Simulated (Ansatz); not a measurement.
Ansatz 0.2.0, relaxation: BaGe$_{2}$H$_{2}$

The command:

```bash
ansatz run input.yaml --threads 2 --pin off --max-ram 3584MiB --backend cpu --events-out ev --progress --plain --runs-dir out
```

input.yaml:

```yaml
crystal:
  lattice:
    - [2.282604, 3.953584, 0.0]
    - [-2.282604, 3.953584, 0.0]
    - [0.0, 0.0, 4.938704]
  atoms:
    - { symbol: H, position: [0.3333, 0.3334, 0.1232] }
    - { symbol: H, position: [0.6667, 0.6666, 0.8768] }
    - { symbol: Ba, position: [0.0, 0.0, 0.0] }
    - { symbol: Ge, position: [0.3333, 0.3334, 0.468] }
    - { symbol: Ge, position: [0.6667, 0.6666, 0.532] }
  symmetry: { tolerance: 0.0003 }
kpoints:
  mp_grid: { grid: [7, 7, 6], shift: [0, 0, 0] }
magnetization:
  spin_polarized: false
scf:
  occupations: { method: fermi_dirac, width: 0.0234 }
  lower_state_search: "off"
hamiltonian:
  pseudopotentials: { kind: paw }
  xc: pbe
basis:
  ecutwfc: 420
  fft_grid_basis: typed
relax:
  max_steps: 40
  cell: { p_target: 5.0 }
output:
  forces: true
  stress: true
  eigenvalues: true
  bader: true
  populations: true
  elf: true
  write_potential: true
  volumetric_format: npy
  dos:
    e_range: [-12, 8]
    de: 0.05
    projected: { site_lists: { Ba: [Ba], Ge: [Ge], H: [H] } }
  write_density: true
checkpoint:
  read: saved_state
```

Origin of the cell: a known structure type with other elements, at an estimated volume, so it need not be a known compound.

The saved state is a converged single point of the same cell.

Steps («new basis» is an SCF on plane waves selected anew at the same cell):

```json
{"step": "1", "ΔH (meV/atom)": "0.0", "max force component (eV/Å)": "1.273", "P (GPa)": "2.52", "volume (Å³)": "89.14", "SCF iterations": "7", "step was": "accepted"}
{"step": "2", "ΔH (meV/atom)": "-95.0", "max force component (eV/Å)": "0.349", "P (GPa)": "3.52", "volume (Å³)": "85.26", "SCF iterations": "6", "step was": "accepted"}
{"step": "3", "ΔH (meV/atom)": "-112.9", "max force component (eV/Å)": "0.289", "P (GPa)": "5.36", "volume (Å³)": "82.39", "SCF iterations": "6", "step was": "accepted"}
{"step": "4", "ΔH (meV/atom)": "-114.6", "max force component (eV/Å)": "0.107", "P (GPa)": "4.85", "volume (Å³)": "83.31", "SCF iterations": "5", "step was": "accepted"}
{"step": "5", "ΔH (meV/atom)": "-114.8", "max force component (eV/Å)": "0.010", "P (GPa)": "5.04", "volume (Å³)": "83.23", "SCF iterations": "4", "step was": "accepted"}
{"step": "6", "ΔH (meV/atom)": "-114.8", "max force component (eV/Å)": "0.001", "P (GPa)": "4.99", "volume (Å³)": "83.31", "SCF iterations": "4", "step was": "accepted"}
{"step": "7", "ΔH (meV/atom)": "-114.6", "max force component (eV/Å)": "0.000", "P (GPa)": "4.98", "volume (Å³)": "83.31", "SCF iterations": "6", "step was": "new basis"}
{"step": "8", "ΔH (meV/atom)": "-114.6", "max force component (eV/Å)": "0.001", "P (GPa)": "5.00", "volume (Å³)": "83.27", "SCF iterations": "4", "step was": "accepted"}
{"step": "9", "ΔH (meV/atom)": "-114.6", "max force component (eV/Å)": "0.001", "P (GPa)": "5.00", "volume (Å³)": "83.27", "SCF iterations": "5", "step was": "new basis"}
```

Before:

Space group P-3m1 (No. 164); the run's cell has a = 4.565 Å, b = 4.565 Å, c = 4.939 Å, α = 90.00°, β = 90.00°, γ = 60.00°. Shortest distances: Ge–H 1.70 Å, Ge–Ge 2.65 Å, Ba–H 2.70 Å, H–H 2.90 Å, Ba–Ge 3.51 Å.

After:

Space group P-3m1 (No. 164); the run's cell has a = 4.648 Å, b = 4.648 Å, c = 4.452 Å, α = 90.00°, β = 90.00°, γ = 60.00°. Shortest distances: Ge–H 1.66 Å, Ge–Ge 2.69 Å, Ba–H 2.76 Å, H–H 2.97 Å, Ba–Ge 3.44 Å.

```yaml
crystal:
  lattice:
    - [2.32380, 4.02494, 0.00000]
    - [-2.32380, 4.02494, 0.00000]
    - [0.00000, 0.00000, 4.45157]
  atoms:
    - { symbol: H, position: [0.33333, 0.33333, 0.14200] }
    - { symbol: H, position: [0.66667, 0.66667, 0.85800] }
    - { symbol: Ba, position: [0.00000, 0.00000, 0.00000] }
    - { symbol: Ge, position: [0.33333, 0.33333, 0.51561] }
    - { symbol: Ge, position: [0.66667, 0.66667, 0.48439] }
```

```
Enthalpy lowered by     : 114.6 meV/atom
Volume change           : -6.58 %
Final pressure          : 5.00 GPa
Relaxation steps listed : 9
Gap on the mesh         : none (metal)
```

Caveats: the relaxation held the start's symmetry, so the end may be a saddle point.

It ran for 53 s of wall time on 2 CPU thread(s) of a shared host, from a saved density.
